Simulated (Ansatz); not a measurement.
TiSnO:
```yaml
crystal:
  lattice:
    - [3.91655, 0.00000, 0.00000]
    - [0.00000, 3.91655, 0.00000]
    - [0.00000, 0.00000, 6.75178]
  atoms:
    - { symbol: Ti, position: [0.00000, 0.50000, 0.66964] }
    - { symbol: Ti, position: [0.50000, 0.00000, 0.33036] }
    - { symbol: Sn, position: [0.00000, 0.00000, 0.00000] }
    - { symbol: Sn, position: [0.50000, 0.50000, 0.00000] }
    - { symbol: O, position: [0.50000, 0.00000, 0.58914] }
    - { symbol: O, position: [0.00000, 0.50000, 0.41086] }
```

Relaxed with PBEsol. Special points in fractions of this cell's reciprocal vectors: Γ (0.000, 0.000, 0.000); X (0.000, 0.500, 0.000); M (0.500, 0.500, 0.000); Z (0.000, 0.000, 0.500); R (0.000, 0.500, 0.500); A (0.500, 0.500, 0.500).

Problem. List the band energies nearest the Fermi level at these points for PBEsol (plane waves, PAW; program Ansatz).

Solution. In eV from the Fermi level; about four levels below and three above (degenerate sets whole), none deeper than 8.9 eV; points with the same levels are listed once.

```
k                          below                above
-  -----------------------------  -------------------
Γ  -2.36 -2.36 -2.19 -0.78 -0.32       0.25 0.68 0.72
X          -0.34 -0.34 0.00 0.00  1.26 1.26 1.36 1.36
M        -3.99 -3.99 -0.49 -0.49  0.44 0.44 0.71 0.71
Z        -2.17 -1.78 -1.78 -1.46       0.19 0.25 0.61
R        -4.35 -4.35 -2.00 -2.00  0.22 0.22 0.27 0.27
A        -3.20 -3.20 -1.81 -1.81  0.30 0.30 0.71 0.71
```

Space group P4/nmm. The start of the workflow was typed in or built on a structure type; neither database checked (COD, Materials Project) lists it. Its standing as an ambient phase is unchecked. The cell was relaxed with PBEsol under the symmetry of its start. At this level the phase is dynamically unstable (imaginary phonons). The workflow began spin-polarised and lost its moments. The compound may be a true metal, but semilocal functionals without U, or a wrong spin order, can also close a gap. Scalar-relativistic: spin–orbit coupling is off unless named, which matters more the heavier the elements.

Potentials: the earlier of the program's two PAW sets. The files were generated under PBE; for other functionals the program regenerates the frozen cores, and for LDA and PBEsol the local potential too.
